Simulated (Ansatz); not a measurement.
CdI2:
```yaml
crystal:
  lattice:
    - [2.08180, 1.20193, 19.97008]
    - [-2.08180, 1.20193, 19.97008]
    - [0.00000, -2.40386, 19.97008]
  atoms:
    - { symbol: Cd, position: [0.55554, 0.55554, 0.55554] }
    - { symbol: Cd, position: [0.44446, 0.44446, 0.44446] }
    - { symbol: Cd, position: [0.00000, 0.00000, 0.00000] }
    - { symbol: I, position: [0.63843, 0.63843, 0.63843] }
    - { symbol: I, position: [0.36157, 0.36157, 0.36157] }
    - { symbol: I, position: [0.86065, 0.86065, 0.86065] }
    - { symbol: I, position: [0.13935, 0.13935, 0.13935] }
    - { symbol: I, position: [0.74955, 0.74955, 0.74955] }
    - { symbol: I, position: [0.25045, 0.25045, 0.25045] }
```

The program Ansatz at the LDA level (PAW) gives a gap of 2.12 eV without spin–orbit coupling, maximum off the standard path, at k = (0.323, 0.443, 0.443) in fractions of the reciprocal vectors, minimum off the standard path, at k = (0.089, -0.378, -0.378) in fractions of the reciprocal vectors.

What happens when spin–orbit coupling is switched on?

The gap falls by 0.32 eV, to 1.80 eV; maximum at T, minimum off the standard path, at k = (0.083, -0.383, -0.383) in fractions of the reciprocal vectors.

Space group R-3m. The first step of the workflow began from a Materials Project structure, measured or hypothetical; the Crystallography Open Database files this formula in space group No. 166, but the cells were not matched. Whether it is the stable phase at ambient conditions was not checked. The cell was relaxed with LDA under the symmetry of its start; its stability against distortions is not shown here. A crystal of weakly bound layers computed without a dispersion correction: the cell and the soft elastic constants depend strongly on that.

Potentials: the later of the program's two PAW sets.
